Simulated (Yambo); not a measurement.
# BaTiP2O8: lowest vertical excitons

```
BaTiP2O8
1.0
    4.15405    -2.62833     0.00000
    4.15405     2.62833     0.00000
   -0.56505     0.00000     7.82076
O P Ti Ba
8 2 1 1
Direct
  0.31362   0.31362   0.38833
  0.68638   0.68638   0.61167
  0.23163   0.71295   0.17968
  0.76837   0.28705   0.82032
  0.28705   0.76837   0.82032
  0.71295   0.23163   0.17968
  0.22596   0.22596   0.06517
  0.77404   0.77404   0.93483
  0.36665   0.36665   0.20565
  0.63335   0.63335   0.79435
  0.00000   0.00000   0.00000
  0.00000   0.00000   0.50000
```

The geometry is that of Materials Project entry mp-1214296, symmetrised and not relaxed again.

BSE in Yambo on LDA (Quantum ESPRESSO, PseudoDojo norm-conserving, 84 Ry, scalar-relativistic) bands: 4×4×2 mesh, 22 valence and 12 conduction bands, static screening with 103 bands and a 3 Ry block, scissor 2.67 eV, Tamm-Dancoff; field along x.

| state | energy (eV) | states within 2 meV | relative strength | class | main transitions |
|---|---|---|---|---|---|
| 1 | 4.15 | 1 | < 0.01 | dark | VB → CB (80 %) |
| 2 | 4.35 | 1 | < 0.01 | dark | VB−1 → CB (61 %) |
| 3 | 4.46 | 1 | < 0.01 | dark | several band pairs |
| 4 | 4.49 | 1 | 0.01 | weak | several band pairs |
| 5 | 4.53 | 1 | < 0.01 | dark | several band pairs |
| 6 | 4.54 | 1 | < 0.01 | dark | several band pairs |
| 7 | 4.62 | 1 | < 0.01 | weak | several band pairs |
| 8 | 4.62 | 1 | < 0.01 | dark | VB → CB (75 %) |

These are vertical excitations (zero momentum). The direct quasiparticle gap on this mesh is 5.32 eV; counted from there, state 1 is bound by 1.17 eV. Convergence with the mesh was not shown.

Spin singlets only. Strengths are relative to the strongest of the lowest states of this run; strong means a line over 3 % of the spectrum's maximum, dark under 0.03 %. Absolute energies carry the error of the G0W0 scissor, whose convergence isn't established; the long-wavelength screening was taken along (1,1,1) although the crystal is anisotropic.

The structure is a Materials Project entry; no match was found in the copy of COD used, and its stability was not checked.
